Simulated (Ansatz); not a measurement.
Relaxed-ion elastic tensor of MgO (rock salt, space group No. 225) in GPa (Voigt order), DFT-PBEsol in the program Ansatz with PAW potentials; density 3.58 g/cm³, 9.36 Å³ per atom.

```tsv
	1	2	3	4	5	6
1	293	89.9	89.9	0.0	0.0	0.0
2	89.9	293	89.9	0.0	0.0	0.0
3	89.9	89.9	293	0.0	0.0	0.0
4	0.0	0.0	0.0	144	0.0	0.0
5	0.0	0.0	0.0	0.0	144	0.0
6	0.0	0.0	0.0	0.0	0.0	144
```

### Question
Is the crystal mechanically stable?

### Answer
Yes: the smallest eigenvalue of C is 144 GPa.

### Question
Work out the Voigt, Reuss and Hill averages.

### Answer
K_V = 158, K_R = 158, K_H = 158; G_V = 127, G_R = 124, G_H = 125 GPa.

### Question
Give Young's modulus, Poisson's ratio, Pugh's ratio and the universal anisotropy index.

### Answer
E = 9KG/(3K + G) = 297 GPa; ν = 0.19; K/G = 1.26 (brittle by the Pugh limit of 1.75); A_U = 5G_V/G_R + K_V/K_R − 6 = 0.15.

### Question
Estimate the sound speeds and the Debye temperature.

### Answer
v_l = √((K + 4G/3)/ρ) = 9530 m/s, v_t = √(G/ρ) = 5920 m/s, mean 6530 m/s; Θ = (h/k)(3n/4πV)^(1/3) v_m = 922 K.

### Question
Give the Zener ratio and Young's modulus along [100], [110] and [111].

### Answer
A = 2C44/(C11 − C12) = 1.42; 1/E = S11 − 2(S11 − S12 − S44/2)Γ with Γ = 0, 1/4, 1/3 gives 251, 307, 332 GPa.

### Question
Solve the Christoffel equation for the three sound speeds along [100], [110], [111].

### Answer
Eigenvalues of C_ijkl n_j n_l equal ρv². In km/s, slowest first: [100] 6.36, 6.36, 9.05; [110] 5.33, 6.36, 9.69; [111] 5.69, 5.69, 9.90.

Space group Fm-3m (rock salt). The PBEsol relaxation kept the symmetry of its start; phonons on a q-mesh show no instability.

Potentials: the earlier of the program's two PAW sets.
